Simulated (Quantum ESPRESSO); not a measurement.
## Au2RuMo2Al3 (finding a planted mistake in a log)

Simulated, not a measurement. The program is pw.x of Quantum ESPRESSO 7.5 (plane-wave density functional theory). The cell is made up: eight metal atoms on a face-centred cubic lattice, with elements, volume, strain and displacements drawn at random and not relaxed, so it may be unstable or far from any real phase. PseudoDojo standard norm-conserving files set the functional (PBE unless stated); there is no spin polarisation or spin-orbit coupling, the Fermi-Dirac width of 0.25 eV means electrons at about 2900 K, and the masses in the input are unused placeholders. Heavy elements are run without spin-orbit coupling, which real alloys of them have. A spin test at this wide smearing found no moment, but such smearing suppresses magnetism that the real alloy may have.

Intended input:

```
&control calculation='scf', pseudo_dir='./dojo.nc.sr.pbe.v0_5.standard.upf', outdir='./o', disk_io='minimal', tprnfor=.true., tstress=.true. /
&system ibrav=0, nat=8, ntyp=4, nbnd=58, ecutwfc=84.00895049, nosym=.true., tot_charge=0,
 occupations='smearing', smearing='fd', degauss=0.0183746611
/
&electrons conv_thr=1.470e-08, electron_maxstep=70, mixing_beta=0.5 /
ATOMIC_SPECIES
Al 1.0 Al.upf
Au 1.0 Au.upf
Mo 1.0 Mo.upf
Ru 1.0 Ru.upf
CELL_PARAMETERS angstrom
-4.0868 0.0267 -0.0559
0.0826 -3.9823 4.0709
-0.0121 6.0842 2.1461
ATOMIC_POSITIONS angstrom
Au 0.0341 -0.0227 0.0151
Ru 0.0663 2.0184 2.1333
Mo -0.0277 -1.979 1.9913
Au 0.0667 -0.007 4.1146
Al -2.0731 4.0465 2.057
Mo -2.0862 0.06 1.9724
Al -2.0065 2.1364 4.11
Al -1.9319 -1.942 4.0954
K_POINTS automatic
6 5 4 1 1 1
```

The log is shortened where brackets say so; the opening notice, blank lines, dates and the lines on written files are dropped, and the path of the files is cut. It prints rydbergs, bohrs and kilobars, and counts compression as positive stress. Its total energy is the free energy E - TS of the whole cell.

Log of the intended run:

```
     Program PWSCF v.7.5
     Parallel version (MPI & OpenMP), running on       4 processor cores
     Number of MPI processes:                 4
     Threads/MPI process:                     1
     [start-up lines left out]
     bravais-lattice index     =            0
     lattice parameter (alat)  =       7.7238  a.u.
     unit-cell volume          =     918.5738 (a.u.)^3
     number of atoms/cell      =            8
     number of atomic types    =            4
     number of electrons       =        91.00
     number of Kohn-Sham states=           58
     kinetic-energy cutoff     =      84.0090  Ry
     charge density cutoff     =     336.0358  Ry
     scf convergence threshold =      1.5E-08
     mixing beta               =       0.5000
     number of iterations used =            8  plain     mixing
     Exchange-correlation= PBE
                           (   1   4   3   4   0   0   0)
     [axes and pseudopotential details left out]
   Cartesian axes
     site n.     atom                  positions (alat units)
         1        Au     tau(   1) = (   0.0083430  -0.0055538   0.0036944  )
         2        Ru     tau(   2) = (   0.0162211   0.4938260   0.5219377  )
         3        Mo     tau(   3) = (  -0.0067771  -0.4841863   0.4871957  )
         4        Au     tau(   4) = (   0.0163190  -0.0017126   1.0066867  )
         5        Al     tau(   5) = (  -0.5072090   0.9900252   0.5032700  )
         6        Mo     tau(   6) = (  -0.5104141   0.0146797   0.4825716  )
         7        Al     tau(   7) = (  -0.4909145   0.5226961   1.0055613  )
         8        Al     tau(   8) = (  -0.4726627  -0.4751338   1.0019892  )
     number of k points=    60  Fermi-Dirac smearing, width (Ry)=  0.0184
                       cart. coord. in units 2pi/alat
        k(    1) = (  -0.0849830   0.0355231   0.1368764), wk =   0.0333333
        k(    2) = (  -0.0858382   0.1603790   0.2590323), wk =   0.0333333
     [further k points left out]
     Dense  grid:    95579 G-vectors     FFT dimensions: (  45,  64,  72)
     Estimated max dynamical RAM per process >     314.68 MB
     Estimated total dynamical RAM >       1.16 GB
     Initial potential from superposition of free atoms
     starting charge      90.9888, renormalised to      91.0000
     Starting wfcs are   62 randomized atomic wfcs
     total cpu time spent up to now is       12.8 secs
     per-process dynamical memory:   252.0 Mb
     Self-consistent Calculation
     iteration #  1     ecut=    84.01 Ry     beta= 0.50
     Davidson diagonalization with overlap
     ethr =  1.00E-02,  avg # of iterations =  4.0
     total cpu time spent up to now is       49.8 secs
     total energy              =   -1089.48470444 Ry
     estimated scf accuracy    <       1.34654067 Ry
     iteration #  2     ecut=    84.01 Ry     beta= 0.50
     Davidson diagonalization with overlap
     ethr =  1.48E-03,  avg # of iterations =  2.3
     total cpu time spent up to now is       84.9 secs
     total energy              =   -1089.00523066 Ry
     estimated scf accuracy    <       7.31519489 Ry
     [iterations 3 to 12 left out]
     iteration # 13     ecut=    84.01 Ry     beta= 0.50
     Davidson diagonalization with overlap
     ethr =  5.92E-10,  avg # of iterations =  3.3
     total cpu time spent up to now is      420.4 secs
     total energy              =   -1090.03959726 Ry
     estimated scf accuracy    <       0.00000005 Ry
     iteration # 14     ecut=    84.01 Ry     beta= 0.50
     Davidson diagonalization with overlap
     ethr =  5.16E-11,  avg # of iterations =  3.0
     total cpu time spent up to now is      453.9 secs
     End of self-consistent calculation
     [lines on levels left out]
!    total energy              =   -1090.03959726 Ry
     estimated scf accuracy    <          5.2E-09 Ry
     smearing contrib. (-TS)   =      -0.09364373 Ry
     internal energy E=F+TS    =   -1089.94595353 Ry
     The total energy is F=E-TS. E is the sum of the following terms:
     one-electron contribution =    -460.63987570 Ry
     hartree contribution      =     269.50350590 Ry
     xc contribution           =    -185.71277964 Ry
     ewald contribution        =    -713.09680409 Ry
     convergence has been achieved in  14 iterations
     Forces acting on atoms (cartesian axes, Ry/au):
     atom    1 type  2   force =    -0.00594434    0.02099734   -0.02283510
     atom    2 type  4   force =    -0.00009833    0.01364103    0.00646019
     atom    3 type  3   force =     0.00948598    0.00311226   -0.00638284
     atom    4 type  2   force =    -0.00884139   -0.00113119    0.00738820
     atom    5 type  1   force =     0.00155240   -0.00410083    0.01964376
     atom    6 type  3   force =     0.01315764   -0.02151269    0.02311341
     atom    7 type  1   force =    -0.00356804   -0.01003522   -0.02539812
     atom    8 type  1   force =    -0.00574392   -0.00097068   -0.00198949
     Total force =     0.062222     Total SCF correction =     0.000169
     Computing stress (Cartesian axis) and pressure
          total   stress  (Ry/bohr**3)                   (kbar)     P=     -109.83
  -0.00114542   0.00005757  -0.00005956         -168.50        8.47       -8.76
   0.00005757  -0.00069240  -0.00023513            8.47     -101.86      -34.59
  -0.00005956  -0.00023513  -0.00040198           -8.76      -34.59      -59.13
     init_run     :     10.91s CPU     11.32s WALL (       1 calls)
     electrons    :    438.86s CPU    441.11s WALL (       1 calls)
     forces       :      5.09s CPU      5.14s WALL (       1 calls)
     stress       :     18.04s CPU     18.16s WALL (       1 calls)
     [timing details left out]
     PWSCF        :   7m54.36s CPU   7m57.35s WALL
     JOB DONE.
```

A second run was made from an input with one planted mistake. Its log:

```
     Program PWSCF v.7.5
     Parallel version (MPI & OpenMP), running on       4 processor cores
     Number of MPI processes:                 4
     Threads/MPI process:                     1
     [start-up lines left out]
     bravais-lattice index     =            0
     lattice parameter (alat)  =       7.7238  a.u.
     unit-cell volume          =     918.5738 (a.u.)^3
     number of atoms/cell      =            8
     number of atomic types    =            4
     number of electrons       =        91.00
     number of Kohn-Sham states=           58
     kinetic-energy cutoff     =      84.0090  Ry
     charge density cutoff     =     336.0358  Ry
     scf convergence threshold =      1.5E-08
     mixing beta               =       0.5000
     number of iterations used =            8  plain     mixing
     Exchange-correlation= SLA  PW   NOGX NOGC
                           (   1   4   0   0   0   0   0)
     [axes and pseudopotential details left out]
   Cartesian axes
     site n.     atom                  positions (alat units)
         1        Au     tau(   1) = (   0.0083430  -0.0055538   0.0036944  )
         2        Ru     tau(   2) = (   0.0162211   0.4938260   0.5219377  )
         3        Mo     tau(   3) = (  -0.0067771  -0.4841863   0.4871957  )
         4        Au     tau(   4) = (   0.0163190  -0.0017126   1.0066867  )
         5        Al     tau(   5) = (  -0.5072090   0.9900252   0.5032700  )
         6        Mo     tau(   6) = (  -0.5104141   0.0146797   0.4825716  )
         7        Al     tau(   7) = (  -0.4909145   0.5226961   1.0055613  )
         8        Al     tau(   8) = (  -0.4726627  -0.4751338   1.0019892  )
     number of k points=    60  Fermi-Dirac smearing, width (Ry)=  0.0184
                       cart. coord. in units 2pi/alat
        k(    1) = (  -0.0849830   0.0355231   0.1368764), wk =   0.0333333
        k(    2) = (  -0.0858382   0.1603790   0.2590323), wk =   0.0333333
     [further k points left out]
     Dense  grid:    95579 G-vectors     FFT dimensions: (  45,  64,  72)
     Estimated max dynamical RAM per process >     314.68 MB
     Estimated total dynamical RAM >       1.16 GB
     Initial potential from superposition of free atoms
     starting charge      90.9905, renormalised to      91.0000
     Starting wfcs are   62 randomized atomic wfcs
     total cpu time spent up to now is       10.6 secs
     per-process dynamical memory:   251.9 Mb
     Self-consistent Calculation
     iteration #  1     ecut=    84.01 Ry     beta= 0.50
     Davidson diagonalization with overlap
     ethr =  1.00E-02,  avg # of iterations =  4.0
     total cpu time spent up to now is       42.8 secs
     total energy              =   -1087.60581867 Ry
     estimated scf accuracy    <       1.33480329 Ry
     iteration #  2     ecut=    84.01 Ry     beta= 0.50
     Davidson diagonalization with overlap
     ethr =  1.47E-03,  avg # of iterations =  2.2
     total cpu time spent up to now is       75.5 secs
     total energy              =   -1087.13106041 Ry
     estimated scf accuracy    <       7.23099253 Ry
     [iterations 3 to 12 left out]
     iteration # 13     ecut=    84.01 Ry     beta= 0.50
     Davidson diagonalization with overlap
     ethr =  4.17E-10,  avg # of iterations =  3.5
     total cpu time spent up to now is      349.7 secs
     total energy              =   -1088.15674279 Ry
     estimated scf accuracy    <       0.00000003 Ry
     iteration # 14     ecut=    84.01 Ry     beta= 0.50
     Davidson diagonalization with overlap
     ethr =  3.22E-11,  avg # of iterations =  2.7
     total cpu time spent up to now is      379.3 secs
     End of self-consistent calculation
     [lines on levels left out]
!    total energy              =   -1088.15674279 Ry
     estimated scf accuracy    <          3.3E-09 Ry
     smearing contrib. (-TS)   =      -0.09423015 Ry
     internal energy E=F+TS    =   -1088.06251264 Ry
     The total energy is F=E-TS. E is the sum of the following terms:
     one-electron contribution =    -462.60022734 Ry
     hartree contribution      =     269.41584756 Ry
     xc contribution           =    -181.78132877 Ry
     ewald contribution        =    -713.09680409 Ry
     convergence has been achieved in  14 iterations
     Forces acting on atoms (cartesian axes, Ry/au):
     atom    1 type  2   force =    -0.00456356    0.01976988   -0.01507120
     atom    2 type  4   force =     0.00217469    0.00888871    0.00718271
     atom    3 type  3   force =     0.00870929    0.00818425   -0.00789057
     atom    4 type  2   force =    -0.00747323   -0.00252184    0.00217150
     atom    5 type  1   force =     0.00050613   -0.00258061    0.02045515
     atom    6 type  3   force =     0.00924183   -0.02002920    0.02078430
     atom    7 type  1   force =    -0.00379292   -0.01074335   -0.02680176
     atom    8 type  1   force =    -0.00480223   -0.00096785   -0.00083013
     Total force =     0.057122     Total SCF correction =     0.000139
     Computing stress (Cartesian axis) and pressure
          total   stress  (Ry/bohr**3)                   (kbar)     P=     -192.93
  -0.00169778   0.00005231  -0.00004665         -249.75        7.69       -6.86
   0.00005231  -0.00126115  -0.00021695            7.69     -185.52      -31.91
  -0.00004665  -0.00021695  -0.00097550           -6.86      -31.91     -143.50
     init_run     :      9.96s CPU     10.29s WALL (       1 calls)
     electrons    :    366.12s CPU    368.71s WALL (       1 calls)
     forces       :      3.91s CPU      3.93s WALL (       1 calls)
     stress       :     14.27s CPU     14.64s WALL (       1 calls)
     [timing details left out]
     PWSCF        :   6m34.51s CPU   6m38.03s WALL
     JOB DONE.
```

Question: the log repeats what the program read. Compare it with the intended run: what was wrong in the second input?

Answer: the files are those of another functional. The input lines that differ:

```
- &control calculation='scf', pseudo_dir='./dojo.nc.sr.pbe.v0_5.standard.upf', outdir='./o', disk_io='minimal', tprnfor=.true., tstress=.true. /
+ &control calculation='scf', pseudo_dir='./dojo.nc.sr.lda.v0_4_1.standard.upf', outdir='./o', disk_io='minimal', tprnfor=.true., tstress=.true. /
```

```
                                            intended run  run with the mistake
                          free energy (eV)    -14830.744            -14805.127
         entropy term -TS, part of it (eV)        -1.274                -1.282
                            pressure (GPa)        -10.98                -19.29
size of the largest force component (eV/Å)         0.653                 0.689
largest change of a force component (eV/Å)                               0.200
                                iterations            14                    14
```

For scale, a rerun of the intended cell at a higher cutoff and on a denser mesh moved values by no more than 0.003 eV in energy, 0.04 GPa in stress and 0.005 eV/Å in force, and a second program with other atomic files agreed on that cell to 2 % rms in force and 0.5 GPa in pressure. Files of another functional or element have another zero of energy, so the energy change says nothing on stability.